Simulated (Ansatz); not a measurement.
TaN:
```yaml
crystal:
  lattice:
    - [0.00000, 2.18786, 2.18786]
    - [2.18786, 0.00000, 2.18786]
    - [2.18786, 2.18786, 0.00000]
  atoms:
    - { symbol: N, position: [0.00000, 0.00000, 0.00000] }
    - { symbol: Ta, position: [0.50000, 0.50000, 0.50000] }
```

Relaxed with PBEsol. Special points in fractions of this cell's reciprocal vectors: Γ (0.000, 0.000, 0.000); X (0.500, 0.000, 0.500); U (0.625, 0.250, 0.625); K (0.375, 0.375, 0.750); L (0.500, 0.500, 0.500); W (0.500, 0.250, 0.750).

List the band energies nearest the Fermi level at these points for plane-wave PAW PBEsol with spin–orbit coupling (Ansatz code).

In eV from the Fermi level; about four levels below and three above (degenerate sets whole), none deeper than 8.9 eV; points with the same levels are listed once.

| k | below | above |
|---|---|---|
| Γ | -2.25 -2.25 -2.25 -2.25 -1.88 -1.88 | 0.16 0.16 0.16 0.16 |
| X | -4.74 -4.74 -4.40 -4.40 | 2.20 2.20 3.42 3.42 |
| U | -6.14 -6.14 -2.22 -2.22 | 2.44 2.44 2.79 2.79 |
| L | -7.70 -7.70 -7.61 -7.61 | 1.87 1.87 1.94 1.94 |
| W | -0.21 -0.21 -0.08 -0.08 | 3.59 3.59 4.48 4.48 |

Space group Fm-3m (rock salt). Symmetry was held in the PBEsol relaxation. The run is not spin-polarised.

Potentials: the later of the program's two PAW sets.
